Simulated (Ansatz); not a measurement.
**CsHgBr$_{3}$ (Pm-3m), two-dimensional strain map**

All numbers below come from Ansatz, DFT r2SCAN, scalar-relativistic, plane waves, PAW. Cutoff 500 eV, Γ-centred 8×8×8 k-points, Gaussian smearing of 0.15 eV. Spin–orbit coupling is left out, which can shift energies with elements as heavy as these. No spin polarisation. Energies are free energies at this smearing, counted from the undisturbed cell; pressure is positive in compression.

The starting cell (as given, not relaxed at this level; it stands at -2.0 GPa, and it needn't be the usual structure):

```xyz
5
Lattice="5.7700 0.0000 0.0000 0.0000 5.7700 0.0000 0.0000 0.0000 5.7700" Properties=species:S:1:pos:R:3 pbc="T T T"
Cs    0.0000    0.0000    0.0000
Hg    2.8850    2.8850    2.8850
Br    0.0000    2.8850    2.8850
Br    2.8850    0.0000    2.8850
Br    2.8850    2.8850    0.0000
```

The cell is strained by p along both x and y and by q along z, fractional coordinates fixed. Points are written (p, q).

Energy above the undisturbed cell in meV/atom (a dash: not computed):

```csv
p \ q,-0.050,0.000,0.050
-0.050,-8.8,-16.7,-3.5
0.000,-13.6,0.0,30.1
0.050,37.2,66.9,–
```

Pressure in GPa:

```
 p \ q  -0.050  0.000  0.050
-0.050     2.1    0.5   -0.5
 0.000    -0.9   -2.0   -2.6
 0.050    -2.4   -3.1      –
```

Symmetry holds off the tilts and polar distortions that many cubic perovskites undergo.